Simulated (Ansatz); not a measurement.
AgPt (L1₀ or tetragonal B2, space group No. 123) under volume change, PBEsol in the plane-wave PAW code Ansatz, shape and atoms relaxed at each volume.

| V (Å³/atom) | E − E(relaxed) (meV/atom) | P (GPa) |
|---|---|---|
| 14.314 | 92.7 | 23.24 |
| 14.786 | [?] | [?] |
| 15.258 | 8.9 | 6.29 |
| 15.730 | 0.0 | 0.00 |
| 16.202 | 7.8 | -5.13 |
| 16.674 | [?] | [?] |
| 17.146 | 62.0 | -12.76 |

What belongs in the gaps?


- 16.674, E − E(relaxed) (meV/atom): 29.3
- 16.674, P (GPa): -9.32
- 14.786, E − E(relaxed) (meV/atom): 38.4
- 14.786, P (GPa): 13.94

What does a third-order Birch–Murnaghan fit give for V₀, B₀ and B′?

V₀ = 15.73 Å³/atom, B₀ = 189 GPa, B′ = 5.6.

Space group P4/mmm (L1₀ or tetragonal B2). The start of the workflow was typed in or built on a structure type; neither database checked (COD, Materials Project) lists it. Whether it is the stable phase at ambient conditions was not checked. Symmetry was held in the PBEsol relaxation; its stability against distortions is not shown here. No spin polarisation was allowed. Spin–orbit coupling is left out wherever it is not named.

Potentials: the earlier of the program's two PAW sets. The files were generated under PBE; for other functionals the program regenerates the frozen cores, and for LDA and PBEsol the local potential too.
